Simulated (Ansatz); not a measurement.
Si$_{2}$W$_{3}$: rigid cleavage

Theory: Ansatz 0.2.0, DFT PBEsol, scalar-relativistic, plane waves, PAW. The runs took a 420 eV cutoff, a Γ-centred 6×12×3 mesh and Gaussian smearing (0.15 eV). Spin–orbit coupling is left out, which can shift energies with elements as heavy as these. No spin polarisation. Energies are free energies at this smearing, counted from the undisturbed cell; pressure is positive in compression.

The starting cell (relaxed at this level; it needn't be the usual structure):

```yaml
crystal:
  lattice:
    - [0.00000, -6.58244, 0.00000]
    - [0.00000, 0.00000, -3.27491]
    - [13.16488, 0.00000, 0.00000]
  atoms:
    - { symbol: Si, position: [0.36592, 0.00000, 0.94204] }
    - { symbol: Si, position: [0.36592, 0.00000, 0.44204] }
    - { symbol: Si, position: [0.63408, 0.00000, 0.30796] }
    - { symbol: Si, position: [0.63408, 0.00000, 0.80796] }
    - { symbol: Si, position: [0.13408, 0.00000, 0.19204] }
    - { symbol: Si, position: [0.13408, 0.00000, 0.69204] }
    - { symbol: Si, position: [0.86592, 0.00000, 0.05796] }
    - { symbol: Si, position: [0.86592, 0.00000, 0.55796] }
    - { symbol: W, position: [0.50000, 0.00000, 0.12500] }
    - { symbol: W, position: [0.50000, 0.00000, 0.62500] }
    - { symbol: W, position: [0.00000, 0.00000, 0.37500] }
    - { symbol: W, position: [0.00000, 0.00000, 0.87500] }
    - { symbol: W, position: [0.84014, 0.50000, 0.20493] }
    - { symbol: W, position: [0.84014, 0.50000, 0.70493] }
    - { symbol: W, position: [0.15986, 0.50000, 0.04507] }
    - { symbol: W, position: [0.15986, 0.50000, 0.54507] }
    - { symbol: W, position: [0.65986, 0.50000, 0.95493] }
    - { symbol: W, position: [0.65986, 0.50000, 0.45493] }
    - { symbol: W, position: [0.34014, 0.50000, 0.29507] }
    - { symbol: W, position: [0.34014, 0.50000, 0.79507] }
```

The cut lies on the cell's a–b face, a (1 0 0) plane (indices in the standard cell, whose axes needn't be the Cartesian ones shown) of area 21.56 Å², between layers 1.19 Å apart. Vector c is lengthened by d along the normal with the atoms' Cartesian places fixed: one unrelaxed cut a cell. The cell is metallic on the mesh throughout.

| d (Å) | energy (J/m²) | traction dE/dd (GPa) |
| --- | --- | --- |
| -0.30 | ? | ? |
| 0.00 | 0.00 | 0.2 |
| 0.25 | 0.35 | 24.2 |
| 0.50 | 1.09 | 33.0 |
| 1.00 | 2.78 | 32.3 |
| 1.50 | 4.17 | 22.9 |
| 2.00 | 5.05 | 12.9 |
| 3.00 | ? | ? |
| 6.00 | 5.94 | 0.0 |

(1) Give the withheld values.

Answers

(1) energy (J/m²) at d (Å) = -0.30: 0.88; traction dE/dd (GPa) at d (Å) = -0.30: -69.7; energy (J/m²) at d (Å) = 3.00: 5.75; traction dE/dd (GPa) at d (Å) = 3.00: 3.1.

Cost: 9 runs of about 21 core-minutes in all, on Intel Xeon Platinum 8375C (Ice Lake) (shared hosts).